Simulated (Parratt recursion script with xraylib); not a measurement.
How thick is the Ti film? X-ray reflectivity on Al2O3

| layer, from the top | thickness (Å) | density (g/cm³) | rms roughness of its top face (Å) | δ (10⁻⁶) | β (10⁻⁶) |
|---|---|---|---|---|---|
| Ti | ? | 3.901 | 4.5 | 4.917 | 0.1894 |
| Al2O3 (substrate) | – | 3.873 | 3.5 | 5.161 | 0.02729 |

The refractive index is n = 1 − δ + iβ. Vacuum lies above.

Densities are inputs, not measurements. They were set from computed cells of the Materials Project: Ti from entry mp-46 (P6₃/mmc, 4.589 g/cm³, taken at 85 %); Al2O3 from entry mp-1143 (R-3c, 3.873 g/cm³). A layer's crystal structure does not enter its constants, only its composition and density.

Model: specular X-ray reflectivity, Parratt recursion, Névot-Croce roughness, xraylib tables. Program: Parratt recursion script with xraylib 4.3.0.

Photon energy 12.4 keV (λ = 0.9999 Å), s polarisation. The grazing angle θ is scanned from 0.05° to 1.3° in 900 evenly spaced points, and the curve is smoothed with a Gaussian of 0.004° full width. A minimum is a scan point below both neighbours, placed by a parabola through ln R at the three points.

All minima between 0.35 and 0.8°: θ = 0.361, 0.402, 0.444, 0.488, 0.532, 0.577, 0.622, 0.668, 0.714, 0.760°.

Find the film thickness d from the minima.

sin²θ of the minima, in units of 10⁻⁶: 39.7, 49.2, 60.0, 72.5, 86.2, 101.4, 117.8, 135.9, 155.3, 175.9. For consecutive orders m, sin²θ = 2δ + (mλ/2d)², so u = (sin²θ − 2δ)^½ rises by λ/2d from one minimum to the next. With the film's δ, u in units of 10⁻³ is 5.465, 6.274, 7.083, 7.916, 8.739, 9.569, 10.391, 11.228, 12.061, 12.887. A straight line through u against the count of the minimum has slope 0.8260 × 10⁻³, so d = λ/(2 × slope) = 605.3 Å.

The run used d = 600 Å; the estimate misses by 5.3 Å. The spacing of the first two listed minima alone, with δ left out, gives λ/(2Δθ) = 698.7 Å, 16.4 % too high.
